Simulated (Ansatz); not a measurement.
Ti (hcp, Mg type)

```
Ti
1.0
    2.90040     0.00000     0.00000
   -1.45020     2.51182     0.00000
    0.00000     0.00000     4.59020
Ti
2
Cartesian
  0.00000   1.67455   3.44265
  1.45020   0.83727   1.14755
```

Equation-of-state scan: isotropic scaling of the cell above, V₀ being its volume. Symmetry pins the atoms to their sites.

Computed with PBEsol (plane waves to 420 eV, PAW, scalar-relativistic; Ansatz, a quantum-chemistry and plane-wave program). k mesh 18×18×10 (Γ-centred), Fermi-Dirac smearing 0.05 eV. E stands for the smeared free energy. Compression counts positive. With the shape held, the modulus is that of even scaling; a crystal free to change shape is softer. The PAW data are Ansatz's earlier set. Ti is run without spin polarisation. Ti was relaxed with its symmetry unable to fall. The zero of ΔE is the relaxed starting cell. The last digit holds for this mesh only.

```tsv
V (Å³/atom)	ΔE (meV/atom)
14.045	206.9
14.491	137.4
14.937	84.2
15.383	45.4
15.829	19.4
16.275	4.7
16.721	0.0
17.166	4.3
17.612	withheld
18.058	35.5
18.504	60.8
18.950	91.5
19.396	127.0
```

Question: Fit a third-order Birch-Murnaghan form (E₀, V₀, B₀, B₀′ free) to the given rows and predict ΔE at V = 17.612.

Answer: Least squares on the 12 given rows: ΔE = E₀ + (9V₀B₀/16)·y²·[2 + (B₀′ − 4)y], y = (V₀/V)^(2/3) − 1, with V₀ = 16.723 Å³/atom, B₀ = 119.3 GPa (160.2 GPa = 1 eV/Å³; the term in eV is multiplied by 1000), B₀′ = 3.51, E₀ = 0.10 meV/atom; root-mean-square residual 0.07 meV/atom. At 17.612 the fit gives 16.4 meV/atom; the calculation gives 16.4 meV/atom, the same to the digits shown. For the pressure the fit gives -5.6 GPa against the computed -5.7 GPa.

(A scan under strain: stresses follow from slopes of the energy per volume, elastic moduli from its curvatures.)
